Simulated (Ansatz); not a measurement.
# W2C3: rattling a relaxed structure

The cell was found from a proposed guess, not taken from experiment.

Method: Ansatz, DFT PBE, scalar-relativistic, plane waves, PAW. Settings: cutoff 420 eV, Γ-centred mesh 12×12×4 on the computed 10-atom cell, Gaussian smearing of 0.10 eV; no spin polarisation.

The cell below (10 atoms, space group P6_3/mmc (No. 194)) is relaxed within its symmetry.

```yaml
crystal:
  lattice:
    - [2.95576, 0.00000, 0.00000]
    - [-1.47788, 2.55976, 0.00000]
    - [0.00000, 0.00000, 12.82857]
  atoms:
    - { symbol: W, position: [0.66667, 0.33333, 0.63825] }
    - { symbol: W, position: [0.66667, 0.33333, 0.86175] }
    - { symbol: W, position: [0.33333, 0.66667, 0.36175] }
    - { symbol: W, position: [0.33333, 0.66667, 0.13825] }
    - { symbol: C, position: [0.66667, 0.33333, 0.46183] }
    - { symbol: C, position: [0.33333, 0.66667, 0.53817] }
    - { symbol: C, position: [0.33333, 0.66667, 0.75000] }
    - { symbol: C, position: [0.33333, 0.66667, 0.96183] }
    - { symbol: C, position: [0.66667, 0.33333, 0.03817] }
    - { symbol: C, position: [0.66667, 0.33333, 0.25000] }
```

For the test it was strained at random (σ = 1.5 % a component), the atoms were moved at random (σ = 0.10 Å), and all was relaxed again on a coarse 12×12×2 mesh (in the run’s order of axes) with 0.20 eV smearing, with no symmetry imposed.

Spin–orbit coupling, which can matter for W, is left out.

Q: What happens?

A: It doesn't return. The energy falls by 254 meV/atom on that mesh, the volume changes by 2.9 %, and the end has space group Cmcm (No. 63) at a loose tolerance. Relaxed again on a 12×12×4 mesh with 0.10 eV smearing, the new structure lies 254 meV/atom below the first (mesh in the axes of the run's cell; the cell below is made exact in the group named). Space group Cmcm (No. 63), orthorhombic, a = 2.962 Å, b = 5.229 Å, c = 12.899 Å. W is surrounded by 6 C at 2.13–2.28 Å, 1 C at 2.50 Å and 7 W at 2.82–3.00 Å; C on a site of symmetry m has 1 C at 1.40 Å, 3 W at 2.13–2.18 Å, 1 W at 2.50 Å and 2 C at 2.50 Å; C on a site of symmetry m2m is surrounded by 6 W at 2.21–2.28 Å.

```yaml
crystal:
  lattice:
    - [1.48075, -2.61475, 0.00000]
    - [1.48075, 2.61475, 0.00000]
    - [0.00000, 0.00000, 12.89861]
  atoms:
    - { symbol: W, position: [0.25026, 0.74974, 0.14054] }
    - { symbol: W, position: [0.25026, 0.74974, 0.35946] }
    - { symbol: W, position: [0.74974, 0.25026, 0.85946] }
    - { symbol: W, position: [0.74974, 0.25026, 0.64054] }
    - { symbol: C, position: [0.08677, 0.91323, 0.95843] }
    - { symbol: C, position: [0.91323, 0.08677, 0.04157] }
    - { symbol: C, position: [0.90839, 0.09161, 0.25000] }
    - { symbol: C, position: [0.91323, 0.08677, 0.45843] }
    - { symbol: C, position: [0.08677, 0.91323, 0.54157] }
    - { symbol: C, position: [0.09161, 0.90839, 0.75000] }
```
